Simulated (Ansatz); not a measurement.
**LaWO3: reading a single point**

```yaml
crystal:
  lattice:
    - [2.80676, 1.62048, 4.51831]
    - [-2.80676, 1.62048, 4.51831]
    - [0.00000, -3.24097, 4.51831]
  atoms:
    - { symbol: W, position: [0.00000, 0.00000, 0.00000] }
    - { symbol: W, position: [0.50000, 0.50000, 0.50000] }
    - { symbol: O, position: [0.74350, 0.75650, 0.25000] }
    - { symbol: O, position: [0.25000, 0.74350, 0.75650] }
    - { symbol: O, position: [0.75650, 0.25000, 0.74350] }
    - { symbol: O, position: [0.25650, 0.24350, 0.75000] }
    - { symbol: O, position: [0.75000, 0.25650, 0.24350] }
    - { symbol: O, position: [0.24350, 0.75000, 0.25650] }
    - { symbol: La, position: [0.25000, 0.25000, 0.25000] }
    - { symbol: La, position: [0.75000, 0.75000, 0.75000] }
```

Level: r2SCAN, no spin polarisation; 500 eV; 7×7×7 Γ-centred mesh; fermi-dirac occupations (width 0.1 eV); Ansatz 0.2.0, fixed geometry.

Is it stable against the elements?

-2.44 eV an atom against the elements' usual phases (free molecules for gases, crystals otherwise, with no correction for O₂ or N₂), so it is bound against them; other compounds may still compete. Relaxing would lower it.

Are the atoms at rest?

Nearly at rest: the largest force is 0.031 eV/Å.

Is there a gap?

It is a metal, with about 5.3 states/eV a cell as the mean within 0.25 eV of the Fermi level, mostly W d (47 %), La d (24 %) and La f (13 %).

Describe some of the short contacts.

W–O at 1.98 Å: least valence density 0.82 e/Å³ and ELF 0.18 there. La–O at 2.77 Å: least valence density 0.19 e/Å³ and ELF 0.08 there. These are pseudo-fields; inside the PAW spheres they differ from the all-electron ones.

Origin: a known structure type with other elements, at an estimated volume, so it need not be a known compound. Caveats: many states at the Fermi level without spin polarisation, so a magnetic state may lie lower; f levels without a U or exact exchange are poorly placed.
